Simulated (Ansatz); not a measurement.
CuI:
```cif
data_Cu2I2
_chemical_formula_sum 'Cu2 I2'
_space_group_name_H-M_alt 'P 1'
_space_group_IT_number 1
_cell_length_a 5.84042
_cell_length_b 5.84042
_cell_length_c 5.23440
_cell_angle_alpha 89.952
_cell_angle_beta 90.048
_cell_angle_gamma 96.363
loop_
_space_group_symop_operation_xyz
  'x, y, z'
loop_
_atom_site_label
_atom_site_type_symbol
_atom_site_fract_x
_atom_site_fract_y
_atom_site_fract_z
_atom_site_occupancy
Cu1 Cu 0.00000 0.00000 0.00000 1
Cu2 Cu 0.00000 0.00000 0.50000 1
I1 I 0.26527 0.26527 0.75000 1
I2 I 0.73473 0.73473 0.25000 1
```

Relaxed with PBE.

Problem. Which orbitals make up the states near the band edges in the program Ansatz at the PBE level (PAW)?

Solution. Top 1 eV of the valence band: Cu 3d 65 %, I 5p 33 %. Bottom 1 eV of the conduction band: Cu 4s 36 %, I 5p 23 %, outside the projected shells 34 %. Projections are on Löwdin-orthogonalised atomic valence shells; empty p or d shells of many metals are not among them.

Problem. Tabulate the density of states.

Solution. States/eV per cell of 4 atoms, in 0.25 eV bins, energy from the valence-band maximum.

```tsv
E (eV)	total	Cu 3d	I 5p	Cu 4s
-7.85	0.00	0.00	0.00	0.00
-7.60	0.00	0.00	0.00	0.00
-7.35	0.00	0.00	0.00	0.00
-7.10	0.00	0.00	0.00	0.00
-6.85	0.00	0.00	0.00	0.00
-6.60	0.00	0.00	0.00	0.00
-6.35	0.00	0.00	0.00	0.00
-6.10	0.00	0.00	0.00	0.00
-5.85	0.00	0.00	0.00	0.00
-5.60	0.00	0.00	0.00	0.00
-5.35	0.00	0.00	0.00	0.00
-5.10	0.00	0.00	0.00	0.00
-4.85	0.31	0.06	0.17	0.05
-4.60	3.53	0.71	1.95	0.57
-4.35	3.32	0.57	1.94	0.57
-4.10	2.50	0.40	1.55	0.42
-3.85	2.53	0.52	1.55	0.38
-3.60	3.81	1.21	2.13	0.43
-3.35	0.00	0.00	0.00	0.00
-3.10	1.93	0.38	1.49	0.02
-2.85	11.05	3.16	7.62	0.09
-2.60	7.60	3.09	4.37	0.05
-2.35	10.21	5.26	4.55	0.30
-2.10	5.96	2.35	3.33	0.19
-1.85	2.93	1.83	0.89	0.18
-1.60	10.15	8.87	0.93	0.31
-1.35	18.81	16.69	1.30	0.74
-1.10	22.44	19.75	2.03	0.58
-0.85	9.87	7.54	2.21	0.06
-0.60	7.29	3.85	3.30	0.08
-0.35	2.12	1.23	0.81	0.05
-0.10	1.63	1.06	0.51	0.04
0.15	0.00	0.00	0.00	0.00
0.40	0.00	0.00	0.00	0.00
0.65	0.00	0.00	0.00	0.00
0.90	0.00	0.00	0.00	0.00
1.15	0.00	0.00	0.00	0.00
1.40	0.00	0.00	0.00	0.00
1.65	0.00	0.00	0.00	0.00
1.90	0.00	0.00	0.00	0.00
2.15	0.00	0.00	0.00	0.00
2.40	0.03	0.00	0.01	0.01
2.65	1.59	0.05	0.20	0.31
2.90	6.04	0.21	1.23	2.16
3.15	3.47	0.20	1.00	1.47
3.40	4.30	0.25	1.26	1.69
3.65	1.63	0.07	0.34	0.42
3.90	1.55	0.01	0.05	0.02
4.15	1.84	0.01	0.04	0.02
4.40	2.01	0.01	0.04	0.03
4.65	2.00	0.01	0.04	0.09
4.90	2.51	0.01	0.08	0.39
5.15	3.37	0.03	0.17	0.97
5.40	1.72	0.01	0.10	0.56
5.65	1.78	0.01	0.03	0.13
5.90	2.80	0.01	0.03	0.10
6.15	2.95	0.01	0.02	0.07
6.40	4.51	0.01	0.02	0.09
```

Space group Cmcm. A made-up cell: these elements were put on the sites of a structure type; the Crystallography Open Database copy checked does not list it. It is not the phase usual at ambient conditions (space group No. 216). The PBE relaxation kept the symmetry of its start; its stability against distortions is not shown here. The run is not spin-polarised. The volume moved by 32 % from the start of the relaxation. Spin–orbit coupling is left out wherever it is not named.

Potentials: the later of the program's two PAW sets.
